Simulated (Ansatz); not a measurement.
Input and command of a plane-wave DFT calculation in Ansatz:

```yaml
crystal:
  lattice:
    - [2.02398, -2.02398, 0.0]
    - [2.02398, 0.0, -2.02398]
    - [8.43325, 8.09592, 7.75859]
  atoms:
    - { symbol: Al, position: [0.6666666667, 0.6527805556, 0.0833166667] }
    - { symbol: Al, position: [0.0, -0.152775, 0.91665] }
    - { symbol: Al, position: [0.3333333333, 0.2916694444, 0.2499833333] }
    - { symbol: Al, position: [0.6666666667, 0.5694472222, 0.5833166667] }
    - { symbol: Al, position: [0.0, -0.0694416667, 0.41665] }
    - { symbol: Al, position: [0.3333333333, 0.2083361111, 0.7499833333] }
basis:
  ecutwfc: 420
kpoints:
  mp_grid: { grid: [19, 19, 4] }
hamiltonian:
  xc: pbesol
scf:
  occupations: { method: gaussian, width: 0.15 }
output:
  forces: true
  stress: true
  eigenvalues: true
```

```bash
ansatz run input.yaml --threads 2 --pin off --max-ram 5120MiB --backend cpu --events-out ev --progress --plain --runs-dir out
```

Processor: AMD EPYC 9R45 96-Core Processor (Zen 5), 2 threads, on a host shared with other jobs.

Estimate time, memory and problem size.

About 9.4 s on 2 threads of AMD EPYC 9R45 96-Core Processor (Zen 5), with other jobs on the host, peak memory 1.1 GiB. It solves 15 bands at 723 k points (the mesh reduced by symmetry) with about 1955 plane waves, in 7 SCF iterations.
